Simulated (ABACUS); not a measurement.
A self-consistent single point of Au (Cmcm, 2 atoms in the cell; from Materials Project mp-1008634, changed as shown).

```
CELL_PARAMETERS angstrom
      1.36315    -2.46871     0.00000
      1.36315     2.46871     0.00000
      0.00000     0.00000     4.72617
ATOMIC_POSITIONS crystal
  Au 0.66533 0.33467 0.25000
  Au 0.33467 0.66533 0.75000
```

All values come from this method and carry its errors: ABACUS with LDA (PW92), numerical atomic orbitals TZDP (confined pseudo-atomic orbitals with Gaussian additions; energy shift 0.01 Ry), PseudoDojo 0.4 standard norm-conserving LDA (tails mended) pseudopotentials.

ABACUS settings:

- basis: TZDP numerical atomic orbitals, energy shift 0.01 Ry
- KPT: Gamma 13 13 7 0 0 0
- basis_type: lcao
- dft_functional: PWLDA
- ecutwfc: 100 Ry
- smearing_method: mp
- smearing_sigma: 0.0199916 Ry
- potentials: PseudoDojo 0.4 standard norm-conserving LDA (tails mended)
- symmetry: 1
- symmetry_prec: 1e-05
- ks_solver: genelpa
- scf_nmax: 100
- scf_thr: 1.0e-07
- mixing_type: pulay
- mixing_beta: 0.7

Results:

| Item | Result |
|---|---|
| Number of valence electrons | 38 |
| Number of bands | 29 |
| Number of k-points after the program's reduction | 196 |
| Size of the basis | 78 |
| Number of SCF iterations | 7 |
| Free energy E − TS | -8030.0515 eV |
| Fermi level (on the code's own zero) | 22.15 eV |
| Pressure | 9.10 GPa |

Stress (GPa, positive for compression):
```
14.27   0.00   0.00
 0.00   6.37   0.00
 0.00   0.00   6.65
```

For comparison: a first run was changed to give this one (volume scaled by 0.94), and from it to this one the free energy goes up by 14.3 meV/atom and the pressure goes from -3.67 to 9.10 GPa.

The atom-centred basis is finite, which shifts total energies and pressures against plane waves. The structure comes from a collection of computed structures, made at another level of theory; the collection holds predicted forms beside known ones. Its lattice was then scaled.

Cost on one core: about 40 core-seconds (a rough figure).

The atomic orbitals were generated for these runs; they are not ABACUS's published sets and were checked against plane waves on a few crystals only.

“Tails mended”: in these copies of the files the far tail of each local potential was reset to the Coulomb form.
